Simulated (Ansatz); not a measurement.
One starting cell of SnSe (a generated trial cell of SnSe in the GeS structure type) was relaxed twice with Ansatz (plane waves, PAW, scalar-relativistic): with PBEsol at 420 eV and with PBE at 420 eV. The PBEsol result:

```
SnSe
1.0
   11.43835     0.00000     0.00000
    0.00000     4.15220     0.00000
    0.00000     0.00000     4.36168
Sn Se
4 4
Direct
  0.11802   0.25000   0.09517
  0.38198   0.75000   0.59517
  0.88198   0.75000   0.90483
  0.61802   0.25000   0.40483
  0.85719   0.25000   0.47688
  0.64281   0.75000   0.97688
  0.14281   0.75000   0.52312
  0.35719   0.25000   0.02312
```

| quantity | PBEsol | PBE |
|---|---|---|
| space group | Pnma | Pnma |
| volume (Å³/atom) | 25.89 | [?] |
| a (Å) | 11.438 | [?] |
| b (Å) | 4.152 | [?] |
| c (Å) | 4.362 | [?] |
| gap (eV, no spin-orbit coupling) | 0.40 | [?] |
| pressure at 80 % of the level's own volume (GPa) | 20.6 | [?] |
| pressure at 115 % of the level's own volume (GPa) | -5.8 | [?] |

### Question
What does PBE give for the same quantities?

### Answer

- volume (Å³/atom), PBE: 28.33
- a (Å), PBE: 11.781
- b (Å), PBE: 4.202
- c (Å), PBE: 4.578
- gap (eV, no spin-orbit coupling), PBE: 0.70
- pressure at 80 % of the level's own volume (GPa), PBE: 17.0
- pressure at 115 % of the level's own volume (GPa), PBE: -4.8

Both levels end in the same structure; PBE's volume is 9.4 % larger; its gap is 0.30 eV larger; so large a difference can point to a flat energy valley, in which neither volume is well fixed. Neither column is exact.

No spin polarisation in the result.

The run could not lose the symmetry of its start.

Ansatz is an electronic-structure program.
